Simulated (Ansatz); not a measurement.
Consider the following.

AgW:
```xyz
4
Lattice="4.6004 0.0000 0.0000 0.0000 2.7163 0.0000 0.0000 0.0000 5.2256" Properties=species:S:1:pos:R:3 pbc="T T T"
W      1.1501     0.0000     4.5455
W      3.4503     0.0000     0.6801
Ag     1.1501     1.3582     1.9024
Ag     3.4503     1.3582     3.3232
```

This is the r²SCAN-relaxed structure.

Task: All from DFT-r²SCAN in the program Ansatz with PAW potentials, unless another level is named. Estimate the formation energy from the elements (no fitted shifts).

Result: 0.73 eV/atom.

Task: Next, the density of states at the Fermi level?

Result: 0.75 states/eV per atom (mean over ±0.08 eV).

Space group Pmma. The start of the workflow was typed in or built on a structure type; neither database checked (COD, Materials Project) lists it. Its standing as an ambient phase is unchecked. The cell was relaxed with r²SCAN under the symmetry of its start; its stability against distortions is not shown here. The run is not spin-polarised. Its formation energy is positive at this level, so the cell may be metastable or incomplete. The references are the lowest solids computed at this level, not always the standard phases. Spin–orbit coupling is left out wherever it is not named.

Potentials: the later of the program's two PAW sets.
